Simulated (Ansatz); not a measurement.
PbS:
```
CELL_PARAMETERS angstrom
      8.41783     0.00000     0.00000
      0.00000     4.20890     0.00000
      0.00000     0.00000     5.94817
ATOMIC_POSITIONS crystal
  Pb 0.12488 0.75000 0.74995
  Pb 0.87512 0.25000 0.25005
  Pb 0.37512 0.25000 0.24995
  Pb 0.62488 0.75000 0.75005
  S  0.87512 0.25000 0.75008
  S  0.12488 0.75000 0.24992
  S  0.62488 0.75000 0.25008
  S  0.37512 0.25000 0.74992
```

r²SCAN+D4 (plane waves, PAW; program Ansatz) gives a gap of 0.65 eV without spin–orbit coupling, maximum at Z, minimum at T.

**Question.** What happens when spin–orbit coupling is switched on?

**Answer.** The gap shrinks by 0.50 eV, to 0.15 eV; maximum at Z, minimum at Z.

Space group Fm-3m (rock salt). The r²SCAN+D4 relaxation kept the symmetry of its start.

Potentials: the later of the program's two PAW sets.
